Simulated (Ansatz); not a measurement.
Data:

Nb3Sn:
```cif
data_Nb6Sn2
_chemical_formula_sum 'Sn2 Nb6'
_space_group_name_H-M_alt 'P 1'
_space_group_IT_number 1
_cell_length_a 5.22079
_cell_length_b 5.22079
_cell_length_c 5.22079
_cell_angle_alpha 90.000
_cell_angle_beta 90.000
_cell_angle_gamma 90.000
loop_
_space_group_symop_operation_xyz
  'x, y, z'
loop_
_atom_site_label
_atom_site_type_symbol
_atom_site_fract_x
_atom_site_fract_y
_atom_site_fract_z
_atom_site_occupancy
Sn1 Sn 0.00000 0.00000 0.00000 1
Sn2 Sn 0.50000 0.50000 0.50000 1
Nb1 Nb 0.25000 0.00000 0.50000 1
Nb2 Nb 0.50000 0.75000 0.00000 1
Nb3 Nb 0.75000 0.00000 0.50000 1
Nb4 Nb 0.50000 0.25000 0.00000 1
Nb5 Nb 0.00000 0.50000 0.75000 1
Nb6 Nb 0.00000 0.50000 0.25000 1
```

This is the LDA-relaxed structure.

Problem. All from LDA (plane waves, PAW; program Ansatz), unless another level is named. Give the Young's modulus.

Solution. 131 GPa.

Problem. What about the elastic constants (relaxed ions, GPa)?

Solution. C11 = 282, C12 = 137, C44 = 35.5.

Space group Pm-3n (A15 (Cr3Si type)). The cell was relaxed with LDA under the symmetry of its start. The run is not spin-polarised. As this level gives no gap, shear constants depend on the k-mesh and smearing (Fermi–Dirac, 0.1 eV here). Scalar-relativistic: spin–orbit coupling is off unless named, which matters more the heavier the elements.

Potentials: the later of the program's two PAW sets.
